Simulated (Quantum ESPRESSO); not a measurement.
MgGaZnS2ClSe, input and log of a self-consistent run

A calculation, not a measurement. The program is pw.x of Quantum ESPRESSO 7.5 (plane-wave density functional theory). The cell is made up: 7 atoms on a zincblende/diamond lattice with one site empty, with randomly drawn elements, strain and displacements, not relaxed. PseudoDojo standard norm-conserving files (v0.5 for PBE, v0.4.1 for LDA and PBEsol) set the functional; there is no spin polarisation, spin-orbit coupling or dispersion term, and the masses in the input are unused placeholders.

Input:

```
&control calculation='scf', pseudo_dir='./dojo.nc.sr.pbe.v0_5.standard.upf', outdir='./o', disk_io='medium', tprnfor=.true., tstress=.true. /
&system ibrav=0, nat=7, ntyp=6, nbnd=45, ecutwfc=85.99341389, nosym=.true., tot_charge=0,
 occupations='smearing', smearing='fd', degauss=0.0018374661
/
&electrons conv_thr=7.350e-09, electron_maxstep=60, /
ATOMIC_SPECIES
Cl 1.0 Cl.upf
Ga 1.0 Ga.upf
Mg 1.0 Mg.upf
S 1.0 S.upf
Se 1.0 Se.upf
Zn 1.0 Zn.upf
CELL_PARAMETERS angstrom
5.4534 -0.0829 0.033
-0.0829 5.5675 -0.0211
0.0322 -0.0206 5.666
ATOMIC_POSITIONS angstrom
Mg 0.0091 -0.1846 -0.1879
Ga 0.0646 2.854 2.7144
Zn 2.689 2.5973 0.0052
S 1.3925 1.4321 1.3623
S 1.349 4.2223 4.3893
Cl 4.0545 1.4228 4.2434
Se 3.9635 4.2536 1.454
K_POINTS automatic
4 4 4 1 1 1
```

The log is shortened where brackets say so; the opening notice, blank lines, dates and the lines on written files are dropped, and the path of the files is cut. It prints rydbergs, bohrs and kilobars, and counts compression as positive stress. With no partly filled state, the Fermi energy that it prints is only some level between the filled and the empty states on the mesh, and need not lie in the true gap.

```
     Program PWSCF v.7.5
     Parallel version (MPI & OpenMP), running on       1 processor cores
     Number of MPI processes:                 1
     Threads/MPI process:                     1
     [start-up lines left out]
     bravais-lattice index     =            0
     lattice parameter (alat)  =      10.3068  a.u.
     unit-cell volume          =    1160.5979 (a.u.)^3
     number of atoms/cell      =            7
     number of atomic types    =            6
     number of electrons       =        78.00
     number of Kohn-Sham states=           45
     kinetic-energy cutoff     =      85.9934  Ry
     charge density cutoff     =     343.9737  Ry
     scf convergence threshold =      7.3E-09
     mixing beta               =       0.7000
     number of iterations used =            8  plain     mixing
     Exchange-correlation= PBE
                           (   1   4   3   4   0   0   0)
     [axes and pseudopotential details left out]
   Cartesian axes
     site n.     atom                  positions (alat units)
         1        Mg     tau(   1) = (   0.0016685  -0.0338459  -0.0344510  )
         2        Ga     tau(   2) = (   0.0118442   0.5232732   0.4976779  )
         3        Zn     tau(   3) = (   0.4930209   0.4762079   0.0009534  )
         4        S      tau(   4) = (   0.2553111   0.2625717   0.2497740  )
         5        S      tau(   5) = (   0.2473355   0.7741473   0.8047663  )
         6        Cl     tau(   6) = (   0.7433816   0.2608665   0.7780159  )
         7        Se     tau(   7) = (   0.7266970   0.7798861   0.2665870  )
     number of k points=    32  Fermi-Dirac smearing, width (Ry)=  0.0018
                       cart. coord. in units 2pi/alat
        k(    1) = (   0.1261872   0.1247886   0.1200624), wk =   0.0625000
        k(    2) = (   0.1247444   0.1256792   0.3607255), wk =   0.0625000
     [further k points left out]
     Dense  grid:   125023 G-vectors     FFT dimensions: (  64,  64,  64)
     Estimated max dynamical RAM per process >     179.76 MB
     Initial potential from superposition of free atoms
     starting charge      77.9962, renormalised to      78.0000
     Starting wfcs are   45 randomized atomic wfcs
     total cpu time spent up to now is       14.6 secs
     per-process dynamical memory:    97.7 Mb
     Self-consistent Calculation
     iteration #  1     ecut=    85.99 Ry     beta= 0.70
     Davidson diagonalization with overlap
     ethr =  1.00E-02,  avg # of iterations =  4.8
     Threshold (ethr) on eigenvalues was too large:
     Diagonalizing with lowered threshold
     Davidson diagonalization with overlap
     ethr =  5.94E-04,  avg # of iterations =  1.5
     total cpu time spent up to now is      102.9 secs
     total energy              =   -1009.30077935 Ry
     estimated scf accuracy    <       0.45399008 Ry
     iteration #  2     ecut=    85.99 Ry     beta= 0.70
     Davidson diagonalization with overlap
     ethr =  5.82E-04,  avg # of iterations =  4.2
     total cpu time spent up to now is      144.7 secs
     total energy              =   -1009.40464900 Ry
     estimated scf accuracy    <       0.31540174 Ry
     iteration #  3     ecut=    85.99 Ry     beta= 0.70
     Davidson diagonalization with overlap
     ethr =  4.04E-04,  avg # of iterations =  2.0
     total cpu time spent up to now is      187.4 secs
     total energy              =   -1009.47579144 Ry
     estimated scf accuracy    <       0.01176513 Ry
     iteration #  4     ecut=    85.99 Ry     beta= 0.70
     Davidson diagonalization with overlap
     ethr =  1.51E-05,  avg # of iterations =  6.5
     total cpu time spent up to now is      238.8 secs
     total energy              =   -1009.47865000 Ry
     estimated scf accuracy    <       0.00203886 Ry
     iteration #  5     ecut=    85.99 Ry     beta= 0.70
     Davidson diagonalization with overlap
     ethr =  2.61E-06,  avg # of iterations =  4.2
     total cpu time spent up to now is      284.3 secs
     total energy              =   -1009.47910458 Ry
     estimated scf accuracy    <       0.00028306 Ry
     iteration #  6     ecut=    85.99 Ry     beta= 0.70
     Davidson diagonalization with overlap
     ethr =  3.63E-07,  avg # of iterations =  2.0
     total cpu time spent up to now is      323.6 secs
     total energy              =   -1009.47917049 Ry
     estimated scf accuracy    <       0.00001130 Ry
     iteration #  7     ecut=    85.99 Ry     beta= 0.70
     Davidson diagonalization with overlap
     ethr =  1.45E-08,  avg # of iterations =  3.4
     total cpu time spent up to now is      367.5 secs
     total energy              =   -1009.47917420 Ry
     estimated scf accuracy    <       0.00000132 Ry
     iteration #  8     ecut=    85.99 Ry     beta= 0.70
     Davidson diagonalization with overlap
     ethr =  1.69E-09,  avg # of iterations =  2.8
     total cpu time spent up to now is      407.0 secs
     total energy              =   -1009.47917458 Ry
     estimated scf accuracy    <       0.00000017 Ry
     iteration #  9     ecut=    85.99 Ry     beta= 0.70
     Davidson diagonalization with overlap
     ethr =  2.16E-10,  avg # of iterations =  2.5
     total cpu time spent up to now is      442.1 secs
     total energy              =   -1009.47917463 Ry
     estimated scf accuracy    <       0.00000003 Ry
     iteration # 10     ecut=    85.99 Ry     beta= 0.70
     Davidson diagonalization with overlap
     ethr =  4.43E-11,  avg # of iterations =  2.0
     total cpu time spent up to now is      476.8 secs
     End of self-consistent calculation
          k = 0.1262 0.1248 0.1201 ( 15613 PWs)   bands (ev):
  -120.4162 -74.6009 -74.5797 -74.5538 -69.9471 -41.5782 -41.5536 -41.4890
   -41.3786 -41.3697 -36.7783 -36.7306 -36.7276 -11.3395  -9.9995  -9.9753
    -9.9264  -9.9229  -9.9027  -7.3223  -6.5835  -6.5094  -1.9711  -1.6695
    -1.5545  -1.4468  -1.4024  -1.0407  -0.1194   0.9593   1.2527   1.8480
     2.3151   2.5380   2.9144   3.0247   3.6956   4.4581   4.5870   6.1862
     7.8933   8.3853   8.4828   9.1187  10.0436
     [levels at the other k points left out]
     the Fermi energy is     5.4742 ev
!    total energy              =   -1009.47917464 Ry
     estimated scf accuracy    <          2.0E-09 Ry
     smearing contrib. (-TS)   =      -0.00000000 Ry
     internal energy E=F+TS    =   -1009.47917464 Ry
     The total energy is F=E-TS. E is the sum of the following terms:
     one-electron contribution =    -798.62826833 Ry
     hartree contribution      =     416.98534117 Ry
     xc contribution           =    -172.67371388 Ry
     ewald contribution        =    -455.16253361 Ry
     convergence has been achieved in  10 iterations
     Forces acting on atoms (cartesian axes, Ry/au):
     atom    1 type  3   force =    -0.05422615    0.09442526    0.06506427
     atom    2 type  2   force =     0.03284377    0.04373013   -0.02033939
     atom    3 type  6   force =    -0.01567292    0.06386802    0.01507300
     atom    4 type  4   force =    -0.03811808   -0.02526540    0.03245403
     atom    5 type  4   force =     0.08079484   -0.11680151   -0.11307322
     atom    6 type  1   force =     0.01784275   -0.01762797   -0.02292977
     atom    7 type  5   force =    -0.02346422   -0.04232853    0.04375108
     Total force =     0.256044     Total SCF correction =     0.000188
     Computing stress (Cartesian axis) and pressure
          total   stress  (Ry/bohr**3)                   (kbar)     P=       12.47
   0.00018762  -0.00006685  -0.00040958           27.60       -9.83      -60.25
  -0.00006685   0.00006976  -0.00004400           -9.83       10.26       -6.47
  -0.00040958  -0.00004400  -0.00000316          -60.25       -6.47       -0.47
     init_run     :     13.65s CPU     14.45s WALL (       1 calls)
     electrons    :    444.56s CPU    462.27s WALL (       1 calls)
     forces       :      5.20s CPU      5.27s WALL (       1 calls)
     stress       :     18.84s CPU     19.00s WALL (       1 calls)
     [timing details left out]
     PWSCF        :   8m 2.54s CPU   8m21.63s WALL
     JOB DONE.
```

In other units: free energy -13734.664 eV for the cell, pressure 1.25 GPa, largest force component 3.003 eV/Å. A rerun of this cell at 1467 eV and a 6 x 6 x 6 mesh moved values by no more than 0.002 eV in energy, 0.02 GPa in stress and 0.006 eV/Å in force.